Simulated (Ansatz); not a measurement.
# YPb3: strain and displacement

```
Y Pb
1.0
     4.82300    0.00000    0.00000
     0.00000    4.82300    0.00000
     0.00000    0.00000    4.82300
Y Pb
1 3
Direct
  0.00000 0.00000 0.00000
  0.00000 0.50000 0.50000
  0.50000 0.00000 0.50000
  0.50000 0.50000 0.00000
```

Atom numbers follow the list: Y1, Pb2, Pb3, Pb4.

The conventional cell has a = 4.823 Å, b = 4.823 Å, c = 4.823 Å, α = 90.00°, β = 90.00°, γ = 90.00°. Y (atom 1) is surrounded by 12 Pb at 3.41 Å. Pb (atom 2) has 4 Y at 3.41 Å and 8 Pb at 3.41 Å as nearest neighbours.

The cell is COD entry 1523308, as deposited and not checked against the literature; nothing was relaxed.

Spin polarisation is left out, and whether a magnetic state lies lower isn't shown here.

No spin–orbit coupling, which matters for the heavy atoms here.

Method: Ansatz 0.2.0, DFT, PBEsol, all-electron LAPW, scalar-relativistic.

Settings: a Γ-centred 8×8×8 k mesh, Fermi–Dirac smearing of 0.08 eV, basis error target 0.5 meV/atom, no spin polarisation.

The unchanged cell is at -0.52 GPa.

In a metal, stresses and small energies carry noise from the k mesh.

x, y and z are the Cartesian axes of the cell as listed; fractional coordinates follow a strain, and an engineering shear is twice the off-diagonal strain component.

With equal xy, yz and zx engineering shear strains of -2 %: energy change +2 meV/atom; stress change (xx, yy, zz, yz, xz, xy) 0.08, 0.08, 0.08, 0.42, 0.42, 0.42 GPa, compression positive.

With equal xy, yz and zx engineering shear strains of -1 %: energy change under 1 meV/atom; stress change (xx, yy, zz, yz, xz, xy) 0.02, 0.02, 0.02, 0.21, 0.21, 0.21 GPa, compression positive.

With equal xy, yz and zx engineering shear strains of +1 %: energy change under 1 meV/atom; stress change (xx, yy, zz, yz, xz, xy) 0.02, 0.02, 0.02, -0.23, -0.23, -0.23 GPa, compression positive.

With equal xy, yz and zx engineering shear strains of +2 %: energy change +2 meV/atom; stress change (xx, yy, zz, yz, xz, xy) 0.08, 0.08, 0.08, -0.47, -0.47, -0.47 GPa, compression positive.
